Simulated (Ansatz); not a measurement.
SnO$_{2}$ (anatase, I4_1/amd), DFT-LDA in the program Ansatz with PAW potentials. The conduction-band minimum lies at Γ, with 1 equivalent valley. Second derivatives d²E/dk² of the lowest band at one valley (eV·Å²), along Cartesian directions:

```
direction  d²E/dk²
---------  -------
[100]        32.46
[010]        32.46
[001]        36.24
[110]        32.45
[101]        34.34
[011]        34.34
```

Question: Find the principal effective masses, the density-of-states mass and the conductivity mass.

Answer: Off-diagonal terms follow from H_xy = H[110] − (H_xx + H_yy)/2, and m*/mₑ = 7.620 eV·Å² over each eigenvalue: 0.21, 0.23, 0.23. One valley's DOS mass (m₁m₂m₃)^(1/3) = 0.23, conductivity mass 3/(Σ 1/mᵢ) = 0.23 mₑ.

Question: What effective density of states Nc follows at 300 K for parabolic valleys?

Answer: Nc = 2.509e19 × 1 × (0.23)^(3/2) ≈ 2.8e18 cm⁻³.

Question: With the computed static dielectric constant 9.39 (mean of the diagonal), estimate a hydrogenic donor's binding energy and radius.

Answer: E = 13.606 eV × 0.23/9.39² ≈ 35 meV; a = 0.529 Å × ε/m* ≈ 22 Å. Semilocal masses tend to be too small when the gap is underestimated.

The workflow started from a Materials Project entry (that database holds measured and hypothetical structures alike); the Crystallography Open Database copy checked does not list it. It is not the phase usual at ambient conditions (space group No. 136). Symmetry was held in the LDA relaxation; whether a distortion lowers the energy is not shown. Scalar-relativistic: spin–orbit coupling is off unless named, which matters more the heavier the elements.

Potentials: the later of the program's two PAW sets.
